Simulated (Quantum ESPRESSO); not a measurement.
## Ga3GeN3C (input and log of a self-consistent run)

A calculation, not a measurement. The program is pw.x of Quantum ESPRESSO 7.5 (plane-wave density functional theory). The cell is made up: 8 atoms on a zincblende/diamond lattice, with randomly drawn elements, strain and displacements, not relaxed. PseudoDojo standard norm-conserving files (v0.5 for PBE, v0.4.1 for LDA and PBEsol) set the functional; there is no spin polarisation, spin-orbit coupling or dispersion term, and the masses in the input are unused placeholders.

Input:

```
&control calculation='scf', pseudo_dir='./dojo.nc.sr.pbe.v0_5.standard.upf', outdir='./o', disk_io='low', tprnfor=.true., tstress=.true. /
&system ibrav=0, nat=8, ntyp=4, nbnd=42, ecutwfc=84.00895049, nosym=.true., tot_charge=0,
 occupations='smearing', smearing='fd', degauss=0.0018374661
/
&electrons conv_thr=7.350e-09, electron_maxstep=60, /
ATOMIC_SPECIES
C 1.0 C.upf
Ga 1.0 Ga.upf
Ge 1.0 Ge.upf
N 1.0 N.upf
CELL_PARAMETERS angstrom
4.7121 0.0 0.0
0.0 4.7121 0.0
0.0 0.0 4.6516
ATOMIC_POSITIONS angstrom
Ga -0.03 -0.0361 -0.0116
Ge -0.0421 2.2933 2.4138
Ga 2.3875 0.0392 2.2023
Ga 2.3401 2.5068 0.1388
N 1.1191 1.3225 1.0686
N 1.0283 3.5278 3.4395
N 3.6003 1.1937 3.5233
C 3.5615 3.5105 1.1665
K_POINTS automatic
4 4 4 1 1 1
```

The log is shortened where brackets say so; the opening notice, blank lines, dates and the lines on written files are dropped, and the path of the files is cut. It prints rydbergs, bohrs and kilobars, and counts compression as positive stress. With no partly filled state, the Fermi energy that it prints is only some level between the filled and the empty states on the mesh, and need not lie in the true gap.

```
     Program PWSCF v.7.5
     Parallel version (MPI & OpenMP), running on       4 processor cores
     Number of MPI processes:                 4
     Threads/MPI process:                     1
     [start-up lines left out]
     bravais-lattice index     =            0
     lattice parameter (alat)  =       8.9046  a.u.
     unit-cell volume          =     696.9923 (a.u.)^3
     number of atoms/cell      =            8
     number of atomic types    =            4
     number of electrons       =        72.00
     number of Kohn-Sham states=           42
     kinetic-energy cutoff     =      84.0090  Ry
     charge density cutoff     =     336.0358  Ry
     scf convergence threshold =      7.3E-09
     mixing beta               =       0.7000
     number of iterations used =            8  plain     mixing
     Exchange-correlation= PBE
                           (   1   4   3   4   0   0   0)
     [axes and pseudopotential details left out]
   Cartesian axes
     site n.     atom                  positions (alat units)
         1        Ga     tau(   1) = (  -0.0063666  -0.0076611  -0.0024617  )
         2        Ge     tau(   2) = (  -0.0089344   0.4866832   0.5122557  )
         3        Ga     tau(   3) = (   0.5066743   0.0083190   0.4673712  )
         4        Ga     tau(   4) = (   0.4966151   0.5319921   0.0294561  )
         5        N      tau(   5) = (   0.2374950   0.2806604   0.2267779  )
         6        N      tau(   6) = (   0.2182254   0.7486683   0.7299293  )
         7        N      tau(   7) = (   0.7640542   0.2533265   0.7477133  )
         8        C      tau(   8) = (   0.7558201   0.7449969   0.2475542  )
     number of k points=    32  Fermi-Dirac smearing, width (Ry)=  0.0018
                       cart. coord. in units 2pi/alat
        k(    1) = (   0.1250000   0.1250000   0.1266258), wk =   0.0625000
        k(    2) = (   0.1250000   0.1250000   0.3798774), wk =   0.0625000
     [further k points left out]
     Dense  grid:    72383 G-vectors     FFT dimensions: (  54,  54,  54)
     Estimated max dynamical RAM per process >     143.70 MB
     Estimated total dynamical RAM >     521.79 MB
     Initial potential from superposition of free atoms
     starting charge      71.9911, renormalised to      72.0000
     Starting wfcs are   52 randomized atomic wfcs
     total cpu time spent up to now is        3.3 secs
     per-process dynamical memory:   100.6 Mb
     Self-consistent Calculation
     iteration #  1     ecut=    84.01 Ry     beta= 0.70
     Davidson diagonalization with overlap
     ethr =  1.00E-02,  avg # of iterations =  3.0
     total cpu time spent up to now is        8.4 secs
     total energy              =    -710.86706265 Ry
     estimated scf accuracy    <       1.97374683 Ry
     iteration #  2     ecut=    84.01 Ry     beta= 0.70
     Davidson diagonalization with overlap
     ethr =  2.74E-03,  avg # of iterations =  3.0
     total cpu time spent up to now is       13.4 secs
     total energy              =    -711.42599170 Ry
     estimated scf accuracy    <       2.11055338 Ry
     iteration #  3     ecut=    84.01 Ry     beta= 0.70
     Davidson diagonalization with overlap
     ethr =  2.74E-03,  avg # of iterations =  2.0
     total cpu time spent up to now is       17.6 secs
     total energy              =    -711.77070228 Ry
     estimated scf accuracy    <       0.05466181 Ry
     iteration #  4     ecut=    84.01 Ry     beta= 0.70
     Davidson diagonalization with overlap
     ethr =  7.59E-05,  avg # of iterations =  6.0
     total cpu time spent up to now is       23.4 secs
     total energy              =    -711.79334618 Ry
     estimated scf accuracy    <       0.00789683 Ry
     iteration #  5     ecut=    84.01 Ry     beta= 0.70
     Davidson diagonalization with overlap
     ethr =  1.10E-05,  avg # of iterations =  3.6
     total cpu time spent up to now is       28.1 secs
     total energy              =    -711.79402196 Ry
     estimated scf accuracy    <       0.00238467 Ry
     [iterations 6 to 7 left out]
     iteration #  8     ecut=    84.01 Ry     beta= 0.70
     Davidson diagonalization with overlap
     ethr =  9.97E-08,  avg # of iterations =  3.8
     total cpu time spent up to now is       41.6 secs
     total energy              =    -711.79414358 Ry
     estimated scf accuracy    <       0.00000744 Ry
     iteration #  9     ecut=    84.01 Ry     beta= 0.70
     Davidson diagonalization with overlap
     ethr =  1.03E-08,  avg # of iterations =  3.2
     total cpu time spent up to now is       46.4 secs
     total energy              =    -711.79414608 Ry
     estimated scf accuracy    <       0.00000122 Ry
     iteration # 10     ecut=    84.01 Ry     beta= 0.70
     Davidson diagonalization with overlap
     ethr =  1.69E-09,  avg # of iterations =  2.0
     total cpu time spent up to now is       50.4 secs
     total energy              =    -711.79414610 Ry
     estimated scf accuracy    <       0.00000029 Ry
     iteration # 11     ecut=    84.01 Ry     beta= 0.70
     Davidson diagonalization with overlap
     ethr =  3.98E-10,  avg # of iterations =  2.0
     total cpu time spent up to now is       54.6 secs
     total energy              =    -711.79414615 Ry
     estimated scf accuracy    <       0.00000003 Ry
     iteration # 12     ecut=    84.01 Ry     beta= 0.70
     Davidson diagonalization with overlap
     ethr =  3.96E-11,  avg # of iterations =  3.8
     total cpu time spent up to now is       59.2 secs
     End of self-consistent calculation
          k = 0.1250 0.1250 0.1266 (  9058 PWs)   bands (ev):
   -14.8514 -14.8411 -14.8075 -14.7806 -14.7656  -5.9817  -5.2079  -5.0709
    -4.6546  -4.3653  -4.3400  -4.3255  -4.3030  -4.2754  -4.2042  -4.1855
    -4.1805  -4.1406  -4.1102  -4.0713  -4.0319  -2.9578  -2.9043  -0.4070
     2.0672   3.6918   4.0654   5.6555   5.9484   6.4162   6.6743   7.1416
     7.2929   7.8433   9.2060   9.2851  11.4693  12.3834  12.6701  13.5949
    14.3738  14.9876
     [levels at the other k points left out]
     the Fermi energy is    10.4757 ev
!    total energy              =    -711.79414615 Ry
     estimated scf accuracy    <          7.3E-09 Ry
     smearing contrib. (-TS)   =       0.00000000 Ry
     internal energy E=F+TS    =    -711.79414615 Ry
     The total energy is F=E-TS. E is the sum of the following terms:
     one-electron contribution =    -254.34400072 Ry
     hartree contribution      =     188.94165494 Ry
     xc contribution           =    -191.85774194 Ry
     ewald contribution        =    -454.53405843 Ry
     convergence has been achieved in  12 iterations
     Forces acting on atoms (cartesian axes, Ry/au):
     atom    1 type  2   force =    -0.00042309    0.01204680    0.01022513
     atom    2 type  3   force =    -0.00275227    0.05040174   -0.05478701
     atom    3 type  2   force =    -0.01848839    0.00151135    0.03180788
     atom    4 type  2   force =    -0.02637697   -0.03225991   -0.07820379
     atom    5 type  4   force =    -0.00294559   -0.05110014    0.06136575
     atom    6 type  4   force =     0.06355420   -0.00222995   -0.00053807
     atom    7 type  4   force =    -0.04094925    0.00128543   -0.02045579
     atom    8 type  1   force =     0.02838135    0.02034467    0.05058590
     Total force =     0.176954     Total SCF correction =     0.000189
     Computing stress (Cartesian axis) and pressure
          total   stress  (Ry/bohr**3)                   (kbar)     P=      -85.67
  -0.00056697   0.00014857  -0.00003074          -83.40       21.86       -4.52
   0.00014857  -0.00059979   0.00010787           21.86      -88.23       15.87
  -0.00003074   0.00010787  -0.00058031           -4.52       15.87      -85.37
     init_run     :      2.98s CPU      3.08s WALL (       1 calls)
     electrons    :     55.60s CPU     55.95s WALL (       1 calls)
     forces       :      0.66s CPU      0.66s WALL (       1 calls)
     stress       :      2.19s CPU      2.20s WALL (       1 calls)
     [timing details left out]
     PWSCF        :   1m 1.69s CPU   1m 2.18s WALL
     JOB DONE.
```

In other units: free energy -9684.453 eV for the cell, pressure -8.57 GPa, largest force component 2.011 eV/Å. A rerun of this cell at 1437 eV and a 6 x 6 x 6 mesh moved values by no more than 0.005 eV in energy, 0.02 GPa in stress and 0.002 eV/Å in force.